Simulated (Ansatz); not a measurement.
Ag (fcc, Cu type)

```
CELL_PARAMETERS angstrom
      0.00000     2.05275     2.05275
      2.05275     0.00000     2.05275
      2.05275     2.05275     0.00000
ATOMIC_POSITIONS crystal
  Ag 0.00000 0.00000 0.00000
```

The slice is a {111} plane (indices of the conventional cell) through the point (0.000, 0.000, 0.000) (fractional), spanned by u = [100] and v = [-1 2 0] in vectors of this cell: u (2.90 Å) and v (5.03 Å, at 90° to u). It covers one period; positions are fractions (u, v).

Level of theory: r2SCAN (plane waves to 500 eV, PAW, scalar-relativistic; Ansatz, a program for electronic structure). k mesh 19×19×19. Inside the PAW spheres the values are not all-electron values, and peaks at nuclei hang on which shells count as valence. Ag was relaxed with its symmetry unable to fall. The PAW data are Ansatz's earlier set.

Q: What is the ELF at the midpoint of the shortest Ag–Ag line in this plane (2.90 Å)?

A: 0.15.

Q: What is the valence density on the shortest Ag–Ag line in this plane (2.90 Å), at its midpoint?

A: 0.21 e/Å³.

Q: Sketch the electron localisation function (ELF) on this plane as a map.

A: 
```
|xxx97410001479xx|
|xx9863100013689x|
|9987420000024789|
|7764200000002467|
|4432000000000234|
|1110000000000011|
|0000000000000000|
|0000001111100000|
|0000023444320000|
|0000246777642000|
|0002478999874200|
|0013689xxx986310|
|001479xxxxx97410|
|001479xxxxx97410|
|001479xxxxx97410|
|0013689xxx986310|
|0002478999874200|
|0000246777642000|
|0000023444320000|
|0000001111100000|
|0000000000000000|
|1110000000000011|
|4432000000000234|
|7764200000002467|
|9987420000024789|
|xx9863100013689x|
|xxx97410001479xx|
|xxx97410001479xx|
```
Scale: ten equal steps from 0.15 (start of '0') to 0.53 (end of '9'), in the order '0123456789'. Values: electron localisation function (ELF). The map has 16 points along u (one character each, u = 0 at the left) and 28 along v (v = 0 in the bottom row). Points within 0.5 Å of a nucleus are blanked (x), as the pseudised field means little there.
